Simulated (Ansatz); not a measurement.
Polymorphs of Sn, each relaxed with the program Ansatz at the PBE level (PAW):

A: diamond (Fd-3m), a = 6.656 Å, b = 6.656 Å, c = 6.656 Å, α = 90.00°, β = 90.00°, γ = 90.00°

B: hcp (Mg type) (P6_3/mmc), a = b = 3.359 Å, c = 5.670 Å, α = β = 90.00°, γ = 120.00°

C: Cmcm, a = 4.7030 Å, b = 13.0526 Å, c = 15.5251 Å, α = β = γ = 90.00°

D: simple hexagonal (P6/mmm), a = b = 3.2732 Å, c = 3.0557 Å, α = β = 90.00°, γ = 120.00°

E: Ia-3, a = b = c = 8.108 Å, α = β = γ = 90.00°

**Question.** Put the candidates in order of energy per atom at 0 K, lowest first, for PBE.

**Answer.** A (+0 meV/atom), D (+41 meV/atom), B (+63 meV/atom), C (+70 meV/atom), E (+85 meV/atom)

Typed or built starts, not in the databases checked: B; C; D; E. Not the usual ambient phase: A; B; C; D; E. All cells were relaxed under the symmetry of their starts (and spin orders); stability against distortions was not tested throughout. Scalar-relativistic: spin–orbit coupling is off unless named, which matters more the heavier the elements.

Energies hold the estimated change up to a 700 eV cutoff; steps of a few meV lie near the error of the meshes.

Potentials: the earlier of the program's two PAW sets.
